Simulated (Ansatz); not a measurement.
# Pt (simple cubic): energy against volume

These are results of DFT, r2SCAN, plane waves (500 eV) with PAW, scalar-relativistic in Ansatz 0.2.0, not measurements. The PAW files were generated under PBE, with cores re-solved for the functional.

The cell is scaled uniformly from the relaxed one, with fractional coordinates and shape fixed. Energies are extrapolated to zero smearing, pressures are those at the given smearing. Magnetic state: spin not included.

A Birch-Murnaghan fit gives V₀ = 17.65 Å³/atom, B₀ = 205 GPa, B₀′ = 5.3.

**Question.** What are the energy above the minimum and the pressure at 16.247 Å³/atom?

**Answer.** 85.1 meV/atom and 21.46 GPa as computed.

**Question.** What are the energy above the minimum and the pressure at 18.367 Å³/atom?

**Answer.** 17.0 meV/atom and -7.04 GPa as computed.

**Question.** What are the energy above the minimum and the pressure at 19.780 Å³/atom?

**Answer.** 128.8 meV/atom and -16.86 GPa as computed.
